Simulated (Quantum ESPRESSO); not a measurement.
Simulation results for AlSi₆P (made-up cell)

All values are calculated (Quantum ESPRESSO 7.5). Calculation on a made-up crystal cell, not a measurement: periodic Kohn-Sham density functional theory in plane waves with PseudoDojo standard norm-conserving scalar-relativistic pseudopotentials, each functional with its own files (v0.5 for PBE, v0.4.1 for LDA and PBEsol), no spin polarisation, no spin-orbit coupling, atoms not relaxed, stress positive in tension, energies less a fixed whole-eV offset for each atom's element; levels are Kohn-Sham levels at fractions of this cell's reciprocal vectors, counted from the reference band (half the neutral cell's valence electrons, rounded up) at Gamma; error bars cover cutoff and k-mesh only, not smearing or the files; added strain carries the atoms with the cell, and shear is the tensor component; each bar is the largest change over components, and at least 0.002 eV, 0.002 eV per angstrom or 0.02 GPa; energies are for the whole cell, and the offsets were chosen from early runs and are not element reference energies.

Settings shared by all entries: lattice type zincblende/diamond; functional pbe; cutoff 599 eV; fermi dirac smearing 0.1 eV; scf tolerance 1e-07 eV; electrons removed 0; k mesh 6 x 6 x 6, shifted by half a step.

(1) 
```xyz
8
Lattice="5.6038 -0.0430 -0.0382 -0.0430 5.4899 0.0639 -0.0382 0.0639 5.6281" Properties=species:S:1:pos:R:3 formula=AlSi6P
Si     0.0123     0.0613     0.0881
Si     0.0090     2.7244     2.8105
Si     2.8754    -0.0003     2.7671
Si     2.8275     2.7249    -0.0378
Al     1.3127     1.4190     1.3968
Si     1.3743     4.1833     4.3298
P      4.1471     1.3834     4.2268
Si     4.0699     4.1331     1.3631
```

Atoms:
```tsv
atoms element	atom site	atom energy offset (eV)
Si	1	-115
Si	2	-115
Si	3	-115
Si	4	-115
Al	5	-64
Si	6	-115
P	7	-189
Si	8	-115
```

(2) 
```xyz
8
Lattice="5.6038 -0.0430 -0.0382 -0.0430 5.4899 0.0639 -0.0382 0.0639 5.6281" Properties=species:S:1:pos:R:3 formula=AlSi6P
Si     0.0123     0.0613     0.0881
Si     0.0090     2.7244     2.8105
Si     2.8754    -0.0003     2.7671
Si     2.8275     2.7249    -0.0378
Al     1.3127     1.4190     1.3968
Si     1.3743     4.1833     4.3298
P      4.1471     1.3834     4.2268
Si     4.0959     4.1331     1.3631
```

Atoms:
```tsv
atoms element	atom site	atom energy offset (eV)
Si	1	-115
Si	2	-115
Si	3	-115
Si	4	-115
Al	5	-64
Si	6	-115
P	7	-189
Si	8	-115
```

(3) 
```xyz
8
Lattice="5.6038 -0.0430 -0.0382 -0.0430 5.4899 0.0639 -0.0382 0.0639 5.6281" Properties=species:S:1:pos:R:3 formula=AlSi6P
Si     0.0123     0.0613     0.0881
Si     0.0090     2.7244     2.8105
Si     2.8754    -0.0003     2.7671
Si     2.8275     2.7249    -0.0378
Al     1.3127     1.4190     1.3968
Si     1.3743     4.1833     4.3298
P      4.1471     1.3834     4.2268
Si     4.1188     4.1331     1.3631
```

Atoms:
```tsv
atoms element	atom site	atom energy offset (eV)
Si	1	-115
Si	2	-115
Si	3	-115
Si	4	-115
Al	5	-64
Si	6	-115
P	7	-189
Si	8	-115
```

Questions
1. Estimate the stress zz of AlSi₆P (made-up cell) (entry 1).
2. Give the missing stress zz for AlSi₆P (made-up cell) (entry 2).
3. Give the missing stress yz for AlSi₆P (made-up cell) (entry 2).
4. Estimate the stress xy of AlSi₆P (made-up cell) (entry 2).
5. Estimate the stress xx of AlSi₆P (made-up cell) (entry 2).
6. Give the table of forces values for AlSi₆P (made-up cell) (entry 2).
7. Give the missing stress yz for AlSi₆P (made-up cell) (entry 3).

Answers
1. 3.157 GPa
2. 3.235 GPa
3. -0.8152 GPa
4. -1.134 GPa
5. 2.661 GPa
6. 
Forces:
```tsv
site	x (eV/Å)	y (eV/Å)	z (eV/Å)
1	-0.6536	-1.099	-1.366
2	-0.9704	1.493	1.041
3	-1.077	0.1865	0.3489
4	-0.3835	-0.1593	0.1905
5	1.804	-0.03542	0.4067
6	-0.4034	0.1223	-0.8577
7	0.6392	0.05233	-0.3831
8	1.045	-0.5598	0.6196
```
7. -0.6243 GPa

Further results for AlSi₆P (made-up cell) (entry 1):

| Item | Value |
| --- | --- |
| free energy less offsets | 1.65 eV |
| smearing term minus ts | -0.02576 eV |
| scf iterations | 10 |
| pressure | -2.307 GPa |
| stress xx | 2.713 GPa |
| stress yy | 1.052 GPa |
| stress yz | -1.034 GPa |
| stress xz | -0.6821 GPa |
| stress xy | -1.104 GPa |
| fermi level | 0.1299 eV |
| reference band | 16 |
| error bar energy | 0.002 eV |
| error bar stress | 0.02 GPa |
| error bar force | 0.002928 eV/Å |
| error bar next band up | 0.002 eV |
| error bar fermi level | 0.00575 eV |
| error bars from | tighter rerun of this cell |

Forces:
```tsv
site	x (eV/Å)	y (eV/Å)	z (eV/Å)
1	-0.7438	-1.163	-1.309
2	-1.028	1.52	1.017
3	-1.15	0.2403	0.4109
4	-0.46	-0.2188	0.128
5	1.788	-0.03528	0.4069
6	-0.4225	0.1211	-0.8593
7	0.6774	0.0515	-0.3823
8	1.339	-0.516	0.5878
```

Levels:
```tsv
level k point	next band up (eV)
Gamma	0.3372
(1/2,1/2,1/2)	-0.01629
(0.15,0,0)	0.1055
(0,0.15,0)	0.1466
(0,0,0.15)	0.2224
```

Further results for AlSi₆P (made-up cell) (entry 2):

| Item | Value |
| --- | --- |
| free energy less offsets | 1.619 eV |
| smearing term minus ts | -0.02502 eV |
| scf iterations | 10 |
| pressure | -2.328 GPa |
| stress yy | 1.088 GPa |
| stress xz | -0.6442 GPa |
| fermi level | 0.1491 eV |
| reference band | 16 |
| error bar energy | 0.002 eV |
| error bar stress | 0.02 GPa |
| error bar force | 0.002928 eV/Å |
| error bar next band up | 0.002 eV |
| error bar fermi level | 0.00575 eV |
| error bars from | tighter rerun of a related cell |

Levels:
```tsv
level k point	next band up (eV)
Gamma	0.3424
(1/2,1/2,1/2)	0.004401
(0.15,0,0)	0.1325
(0,0.15,0)	0.1713
(0,0,0.15)	0.2503
```

Further results for AlSi₆P (made-up cell) (entry 3):

| Quantity | Value |
| --- | --- |
| free energy less offsets | 1.598 eV |
| smearing term minus ts | -0.02444 eV |
| scf iterations | 10 |
| pressure | -2.337 GPa |
| stress xx | 2.62 GPa |
| stress yy | 1.105 GPa |
| stress zz | 3.287 GPa |
| stress xz | -0.6099 GPa |
| stress xy | -1.162 GPa |
| fermi level | 0.161 eV |
| reference band | 16 |
| error bar energy | 0.002 eV |
| error bar stress | 0.02 GPa |
| error bar force | 0.002928 eV/Å |
| error bar next band up | 0.002 eV |
| error bar fermi level | 0.00575 eV |
| error bars from | tighter rerun of a related cell |

Forces:
```tsv
site	x (eV/Å)	y (eV/Å)	z (eV/Å)
1	-0.5715	-1.04	-1.42
2	-0.9178	1.467	1.064
3	-1.012	0.1412	0.2971
4	-0.3161	-0.1095	0.2429
5	1.817	-0.03539	0.4064
6	-0.3867	0.1234	-0.8561
7	0.605	0.05305	-0.3837
8	0.782	-0.5996	0.6489
```

Levels:
```tsv
level k point	next band up (eV)
Gamma	0.3424
(1/2,1/2,1/2)	0.01805
(0.15,0,0)	0.1536
(0,0.15,0)	0.1885
(0,0,0.15)	0.2701
```
